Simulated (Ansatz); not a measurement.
Given:

Ga:
Space group Im-3m (No. 229); a = 3.3141 Å, b = 3.3141 Å, c = 3.3141 Å, α = 90.00°, β = 90.00°, γ = 90.00°

| atom | site | symmetry | x | y | z |
|---|---|---|---|---|---|
| Ga | 2a | m-3m | 0.0000 | 0.0000 | 0.0000 |
(The calculation used a cell of 1 atom; values per cell refer to that cell.)

This is the r²SCAN-relaxed structure.

### Question
All from r²SCAN in the plane-wave PAW code Ansatz, unless another level is named. Estimate the density of states at the Fermi level.

### Answer
0.38 states/eV per atom (mean over ±0.08 eV).

### Question
Give the gap with spin–orbit coupling.

### Answer
none (metallic).

A made-up cell: these elements were put on the sites of a structure type; neither database checked (COD, Materials Project) lists it. It is not the phase usual at ambient conditions (space group No. 64). The cell was relaxed with r²SCAN under the symmetry of its start. At this level the phase is mechanically unstable. Scalar-relativistic: spin–orbit coupling is off unless named, which matters more the heavier the elements.

Potentials: the later of the program's two PAW sets.
